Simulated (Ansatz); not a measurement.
# TeAs₂: how the energy converges with the cutoff

TeAs₂, I4_1/amd, a = 7.113 Å, c = 5.881 Å. The structure is a Materials Project entry; whether it is the stable form wasn't checked. Ansatz: PBE, PAW, cutoff varied, Γ-centred 8×8×8 mesh on 6 atoms, Gaussian smearing 0.10 eV; no spin polarisation. Single points at one geometry, the cutoff alone changed; ΔE is the energy at zero smearing over the run at 850 eV (runs within 0.3 meV/atom of it are left out). The runs up to 380 eV lie under the cutoff recommended for these PAW datasets.

| cutoff (eV) | ΔE (meV/atom) |
| --- | --- |
| 150 | 32644.25 |
| 200 | 5622.19 |
| 250 | 743.24 |
| 300 | 61.52 |
| 350 | ? |
| 380 | 1.65 |
| 420 | 0.92 |
| 460 | 0.48 |

Assume ΔE falls exponentially with the cutoff, fit y = ln ΔE against x, the cutoff in eV, to the other rows, and predict the missing value.

y = 10.393, 8.634, 6.611, 4.119, 0.501, -0.083, -0.734. Means x = 308.6, y = 4.2059; Σ(Δx)² = 80886, ΣΔxΔy = -3093; the slope is their ratio. y = 16.00 − 0.03823 x, a factor of ten per 60 eV. At 350 eV this gives ΔE = 13.73 meV/atom. The run gave 4.07, a ratio of 3.37. Between neighbouring rows the decay runs from a factor of ten per 42 eV to one per 158 eV, so one exponential is only a rough guide.